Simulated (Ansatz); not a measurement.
Values for one crystal, relaxed and computed with plane-wave PAW LDA (Ansatz code); other levels are named.

| Quantity | Value |
|---|---|
| Volume per atom | 11.84 Å³ |
| Band gap | 1.18 eV (direct) |
| Hill bulk and shear moduli | 208 and 92.9 GPa |
| Poisson's ratio | 0.31 |
| Elastic constants (relaxed ions, GPa) | C11 = 249, C12 = 179, C13 = 155, C33 = 431, C44 = 94.7, C66 = 204 |
| Debye temperature from the elastic constants | 530 K |
| Zone-centre stability | no imaginary mode at Γ |

### Question
Pick the material that matches.
(A) HfO2, P4_2/nmc (Hf on 2a, O on 4d)
(B) MgO, wurtzite
(C) BaTiO3, cubic perovskite
(D) SnO2, rutile

### Answer
D, SnO2, rutile

Space group P4_2/mnm (rutile). The cell was relaxed with LDA under the symmetry of its start. Scalar-relativistic: spin–orbit coupling is off unless named, which matters more the heavier the elements.

Potentials: the earlier of the program's two PAW sets.
